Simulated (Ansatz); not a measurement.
Relaxed-ion elastic tensor of GaAs (wurtzite, P6_3mc) in GPa (Voigt order), the program Ansatz at the LDA level (PAW); density 5.47 g/cm³, 21.97 Å³ per atom.

```
 141  48.2  31.2   0.0   0.0   0.0
48.2   141  31.2   0.0   0.0   0.0
31.2  31.2   165   0.0   0.0   0.0
 0.0   0.0   0.0  36.6   0.0   0.0
 0.0   0.0   0.0   0.0  36.6   0.0
 0.0   0.0   0.0   0.0   0.0  46.4
```

Question: Is the crystal mechanically stable?

Answer: Yes: the smallest eigenvalue of C is 36.6 GPa.

Question: Work out the Voigt, Reuss and Hill averages.

Answer: K_V = 74.3, K_R = 74.2, K_H = 74.3; G_V = 46.4, G_R = 44.3, G_H = 45.3 GPa.

Question: Give Young's modulus, Poisson's ratio, Pugh's ratio and the universal anisotropy index.

Answer: E = 9KG/(3K + G) = 113 GPa; ν = 0.25; K/G = 1.64 (brittle by the Pugh limit of 1.75); A_U = 5G_V/G_R + K_V/K_R − 6 = 0.24.

Question: Estimate the sound speeds and the Debye temperature.

Answer: v_l = √((K + 4G/3)/ρ) = 4960 m/s, v_t = √(G/ρ) = 2880 m/s, mean 3190 m/s; Θ = (h/k)(3n/4πV)^(1/3) v_m = 340 K.

Question: How much does each axis shrink under pressure?

Answer: Linear compressibilities β_i = Σ_j S_ij (j = 1 to 3): x 4.6, y 4.6, z 4.3 per TPa.

The workflow started from a Materials Project entry (that database holds measured and hypothetical structures alike); the Crystallography Open Database copy checked does not list it. It is not the phase usual at ambient conditions (space group No. 216). Symmetry was held in the LDA relaxation; its stability against distortions is not shown here.

Potentials: the earlier of the program's two PAW sets. The files were generated under PBE; for other functionals the program regenerates the frozen cores, and for LDA and PBEsol the local potential too.
